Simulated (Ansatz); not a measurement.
BiF3-type EuPt3

Computed with Ansatz (plane waves, PAW, 420 eV cutoff): PBEsol, scalar-relativistic, collinear spin, 8×8×8 k-mesh, Gaussian smearing of 0.05 eV; PAW files: Ansatz's generated set soft_2.

```
CELL_PARAMETERS angstrom
0.00000 3.28713 3.28713
3.28713 0.00000 3.28713
3.28713 3.28713 0.00000
ATOMIC_POSITIONS crystal
Eu 0.00000 0.00000 0.00000
Pt 0.50000 0.50000 0.50000
Pt 0.25000 0.25000 0.25000
Pt 0.75000 0.75000 0.75000
```

The cell came from substitution into a structure type; whether the compound takes it is for experiment to say.

Magnetic state: ferromagnetic, site spin moments Eu 6.38 μB.

The cell is relaxed to zero pressure at this level.

The cell has space group Fm-3m (read at 0.01 Å). In it the stress is 0.00, 0.00, 0.00, 0.00, 0.00, 0.00 GPa and the largest force component 0.000 eV/Å. Each change below starts from this cell, without further relaxation. Stress is in GPa, positive in compression, in the order xx, yy, zz, yz, xz, xy; energies are counted from the cell above and are free energies with the smearing's entropy, which match forces and stress in a metal.

**Question.** What happens when atom 4 (Pt) is moved by 0.08 Å along x?

**Answer.** The energy changes by 9.7 meV per cell, and the force on it along the shift is -0.246 eV/Å (−F/u = 3.08 eV/Å²). Stress: 0.07, 0.26, 0.26, 0.50, 0.00, 0.00.
```tsv
atom	Fx (eV/Å)	Fy	Fz
Eu1	0.231	0.000	0.000
Pt2	0.068	0.000	0.000
Pt3	-0.053	0.000	0.000
Pt4	-0.246	0.000	0.000
```
In a harmonic crystal the energy would rise by −½F·u = ½ × 3.08 × 0.08² eV = 9.9 meV, which matches.

**Question.** What stress follows from an engineering strain of 3 % in xz, atoms carried along?

**Answer.** 0.10, 0.18, 0.10, 0.00, -1.76, 0.00 GPa; the energy changes by 11.0 meV per cell.
```
atom  Fx (eV/Å)      Fy     Fz
 Eu1      0.000   0.000  0.000
 Pt2      0.000   0.000  0.000
 Pt3      0.000  -0.083  0.000
 Pt4      0.000   0.083  0.000
```
The change of the stress over the strain gives a clamped-atom stiffness of about 59 GPa for this component.
In a harmonic crystal the energy would rise by V(½Cε² − σ₀ε), with σ₀ the stress of the unstrained cell, = 11.7 meV, close to the run's value; the rest is anharmonic or numerical.

Without a U the 4f levels of Eu lie too near the Fermi level, so their share of the states there, and what hangs on it, is overstated. Spin–orbit coupling, which matters for such heavy elements, is left out. The run wasn't fully tested for a lower electronic state. Site moments are of spin, integrated over atomic spheres. Only parallel moments were tried, so the real magnetic order may be another.
